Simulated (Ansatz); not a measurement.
## Self-consistent states of CuSnF₆ (P-1)

Level of theory: LDA+U, U_eff = 8.0 eV (Dudarev form) on Cu d, fully localised double counting, scalar-relativistic datasets, 420 eV, PAW set soft_2 (made for PBE), 5×5×4 mesh, Gaussian smearing of 0.05 eV; plane-wave PAW code Ansatz.

```
Cu Sn F
1.0
     5.10500    0.00000    0.00000
     2.45681    4.54822    0.00000
     0.01601    2.84709    4.62944
Cu Sn F
1 1 6
Direct
  0.00000 0.00000 0.00000
  0.50000 0.00000 0.50000
  0.24700 0.12300 0.74800
  0.75300 0.87700 0.25200
  0.61000 0.52900 0.73700
  0.39000 0.47100 0.26300
  0.13300 0.11400 0.25000
  0.86700 0.88600 0.75000
```

The structure is that of a cell as deposited in COD, unrelaxed.

Cell and atoms stay fixed, and the cell was started in 11 ways, without spin–orbit coupling. The starts were built for 9 d electrons on Cu, a formal count that the converged states needn't keep. Starting moments of the plain starts: Cu1 1.00 μB (atoms counted from 1).

Energies count from the lowest free state found; constrained states (a lock kept on the moments, or spin off) can lie above or below free ones. A natural orbital (eigenvector of a shell's occupation matrix) is counted as filled above 0.75 (0.9 in a metal) and as partly filled from 0.35 up to that; ↑ and ↓ are the spin channels.

| state | reached from | ΔE (meV/atom) | gap (eV) | P (GPa) | cell spin moment (μB) | site spin moments (μB) | shell filling | Hubbard energy (eV/cell) | flags |
| --- | --- | --- | --- | --- | --- | --- | --- | --- | --- |
| 1 | random orbitals: single harmonics, high spin (draw 6); random orbitals: single harmonics, high spin (draw 1); random orbitals: single harmonics, high spin (draw 4); 8 more | 0.0 | 3.24 | -2.2 | 1.00 | Cu 0.83 | Cu 5↑ 4↓, 9.14 e | 0.73 | – |

The lowest free state (state 1) has a gap of 3.24 eV and a whole-number cell moment of 1 μB, as a collinear insulator must have. Its natural occupations are Cu1 spin up: 0.99 0.99 1.00 1.00 1.00; Cu1 spin down: 0.18 0.99 1.00 1.00 1.00. Since all bands are wholly filled or empty, the fractional occupations (0.18) come from mixing of the shell with the neighbours' orbitals (covalency), not from partly filled bands. The Hubbard potential on a natural orbital is U(½ − λ), so on Cu1 an orbital at λ = 0.99 is pushed 6.5 eV below one at λ = 0.18 of the same spin (U × 0.82). The gap is 3.24 eV; it is smaller, since bands have width and a band edge can belong to other orbitals than these. The crystal field splits d orbitals too, which this count leaves out.

All 11 free starts end within 3 meV/atom of the lowest, so here the result hardly hangs on the start.

With one Cu ion in the cell, Cu moments can't oppose each other.

In the lowest free state the fixed cell carries a pressure of -2.2 GPa and forces up to 0.51 eV/Å; relaxing would change energies and could change the order of close states.

Other starts might reach a lower state still. Spin–orbit coupling is left out. U wasn't fitted or computed for this material, so the results show what this U gives and needn't match the real solid. A gap on the mesh alone may shrink between mesh points.
